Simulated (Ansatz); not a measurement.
Input:

RbLaTa2O7:
```
CELL_PARAMETERS angstrom
      3.83242     0.00000     0.00000
      0.00000     3.83242     0.00000
      0.00000     0.00000    10.99740
ATOMIC_POSITIONS crystal
  Rb 0.50000 0.50000 0.50000
  La 0.50000 0.50000 0.00000
  Ta 0.00000 0.00000 0.20467
  Ta 0.00000 0.00000 0.79533
  O  0.00000 0.00000 0.00000
  O  0.00000 0.50000 0.16479
  O  0.00000 0.50000 0.83521
  O  0.50000 0.00000 0.16479
  O  0.50000 0.00000 0.83521
  O  0.00000 0.00000 0.36663
  O  0.00000 0.00000 0.63337
```

This is the LDA-relaxed structure. Tensor components refer to the Cartesian frame of this cell.

Task: All from LDA in the plane-wave PAW code Ansatz, unless another level is named. Give the band gap.

Result: 2.18 eV (indirect).

Task: And the electron effective mass?

Result: 0.33 along x (mₑ).

Task: And the weight of the conduction-edge state by species (Voronoi cells)?

Result: Ta 65 %, O 31 %, La 3 %.

Task: And the conduction-band minimum?

Result: at Γ.

Task: Predict the valence-band maximum.

Result: on the M–Γ line, 61 % of the way from M.

Space group P4/mmm. The workflow started from a Materials Project entry (that database holds measured and hypothetical structures alike); the Crystallography Open Database copy checked does not list it. Its standing as an ambient phase is unchecked. Symmetry was held in the LDA relaxation. At this level the phase is dynamically unstable (imaginary phonons). The run is not spin-polarised. Spin–orbit coupling is left out wherever it is not named.

Potentials: the later of the program's two PAW sets.
